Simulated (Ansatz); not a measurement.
SiC (wurtzite)

```xyz
4
Lattice="3.0920 0.0000 0.0000 -1.5460 2.6777 0.0000 0.0000 0.0000 5.0743" Properties=species:S:1:pos:R:3 pbc="T T T"
Si     1.5460     0.8926     0.0026
Si     0.0000     1.7851     2.5398
C      1.5460     0.8926     3.1698
C      0.0000     1.7851     0.6327
```

The slice is a (1 -1 0 0) plane (indices of the conventional cell) through the point (0.667, 0.333, 0.625) (fractional), spanned by u = [110] and v = [001] in vectors of this cell: u (3.09 Å) and v (5.07 Å, at 90° to u). It covers one period; positions are fractions (u, v).

Calculation: PBE (plane waves to 420 eV, PAW, scalar-relativistic; Ansatz, a first-principles code). k mesh 12×12×7. Near the nuclei the fields are pseudised (PAW); where an atom keeps semicore shells as valence, they peak there. SiC was relaxed with its symmetry unable to fall.

What is the valence density on the shortest Si–C line in this plane (1.91 Å), at its midpoint?

0.86 e/Å³.

The ELF has a maximum in the middle third of the Si–C line. Where, and how high?

0.93, 1.0 Å from Si.

Predict the map of the valence electron density on the slice.


| v \ u | 0.00 | 0.13 | 0.27 | 0.40 | 0.53 | 0.67 | 0.80 | 0.93 |
|---|---|---|---|---|---|---|---|---|
| 0.88 | 0.0 | -0.1 | -0.3 | -0.5 | -0.5 | -0.4 | -0.2 | 0.0 |
| 0.75 | -0.8 | -0.8 | -0.8 | -0.7 | -0.7 | -0.7 | -0.8 | -0.8 |
| 0.62 | -0.9 | -0.8 | -0.7 | -0.6 | -0.6 | -0.7 | -0.8 | -0.9 |
| 0.50 | -0.6 | -0.4 | -0.3 | -0.3 | -0.3 | -0.3 | -0.4 | -0.5 |
| 0.38 | -1.3 | -0.7 | -0.4 | -0.4 | -0.5 | -0.4 | -0.4 | -1.0 |
| 0.25 | -0.3 | -0.3 | -0.6 | -0.9 | -0.9 | -0.7 | -0.4 | -0.3 |
| 0.12 | 0.1 | 0.0 | -0.4 | -0.8 | -1.0 | -0.7 | -0.2 | 0.1 |
| 0.00 | 0.2 | 0.2 | -0.1 | -0.5 | -0.6 | -0.3 | 0.1 | 0.3 |

Values: log₁₀ of the valence density in e/Å³. The scale is logarithmic, as a density can span decades between atoms and voids.
